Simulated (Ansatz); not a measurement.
Where the states of LaHg2 lie

```cif
data_structure
_symmetry_space_group_name_H-M 'P 1'
_symmetry_Int_Tables_number 1
_cell_length_a 4.9580
_cell_length_b 4.9580
_cell_length_c 3.6400
_cell_angle_alpha 90.000
_cell_angle_beta 90.000
_cell_angle_gamma 120.000
_cell_volume 77.49
loop_
_atom_site_label
_atom_site_type_symbol
_atom_site_fract_x
_atom_site_fract_y
_atom_site_fract_z
_atom_site_occupancy
La1 La 0.00000 0.00000 0.00000 1
Hg1 Hg 0.33333 0.66667 0.50000 1
Hg2 Hg 0.66667 0.33333 0.50000 1
```

The runs use the primitive cell with vectors (4.958, 0.000, 0.000), (-2.479, 4.294, 0.000), (0.000, 0.000, 3.640) Å, to which the k mesh refers.

The cell comes from COD entry 1523851, which wasn't checked; take it as a given geometry.

No spin–orbit coupling, which matters for the heavy atoms here.

The calculation used Ansatz 0.2.0, DFT, LDA, all-electron LAPW, scalar-relativistic.

Numerical set-up: a Γ-centred 8×8×9 k mesh, Fermi–Dirac smearing of 0.08 eV, basis error target 1 meV/atom, no spin polarisation.

States per eV and cell, averaged over 0.6 eV, from -8.8 to 2.4 eV, with energies (bin centres) from the Fermi level; empty bins are left out. The partial columns, the largest 4 alone, are projections on Löwdin-orthogonalised atomic shells (those that the program's projection atoms carry: the occupied ones and, for some elements, an empty d or f shell; other empty shells have no column), summed over atoms of an element. Weights on diffuse s and p shells depend on that basis and aren't pure angular character.

| E (eV) | total | Hg 5d | La 4f | La 5d | Hg 6s |
| --- | --- | --- | --- | --- | --- |
| -8.6 | 1.61 | 1.36 | 0.00 | 0.05 | 0.15 |
| -8.0 | 10.15 | 9.35 | 0.01 | 0.20 | 0.46 |
| -7.4 | 8.92 | 8.27 | 0.01 | 0.16 | 0.32 |
| -6.8 | 11.18 | 10.72 | 0.01 | 0.13 | 0.20 |
| -6.2 | 2.55 | 2.15 | 0.00 | 0.03 | 0.25 |
| -5.6 | 1.03 | 0.29 | 0.00 | 0.08 | 0.50 |
| -5.0 | 1.36 | 0.32 | 0.00 | 0.25 | 0.71 |
| -4.4 | 0.82 | 0.11 | 0.00 | 0.19 | 0.44 |
| -3.8 | 0.79 | 0.07 | 0.01 | 0.23 | 0.41 |
| -3.2 | 0.63 | 0.05 | 0.01 | 0.20 | 0.33 |
| -2.6 | 0.46 | 0.03 | 0.01 | 0.17 | 0.19 |
| -2.0 | 0.47 | 0.02 | 0.01 | 0.16 | 0.11 |
| -1.4 | 1.17 | 0.03 | 0.04 | 0.52 | 0.11 |
| -0.8 | 2.34 | 0.04 | 0.12 | 1.23 | 0.11 |
| -0.2 | 1.90 | 0.04 | 0.16 | 1.04 | 0.09 |
| 0.4 | 2.70 | 0.07 | 0.36 | 1.66 | 0.07 |
| 1.0 | 2.53 | 0.05 | 1.46 | 0.71 | 0.07 |
| 1.6 | 20.64 | 0.08 | 19.03 | 1.01 | 0.06 |
| 2.2 | 3.53 | 0.06 | 1.24 | 1.70 | 0.17 |

Q: Which of the resolved shells contributes most within 0.3 eV of the Fermi level?

A: La 5d, with 58 % of all states there; La 4f follows with 9 %.

Q: Where is the centre of the filled Hg 5d states between -14 eV and the top of the filled states?

A: -7.24 eV from the Fermi level.
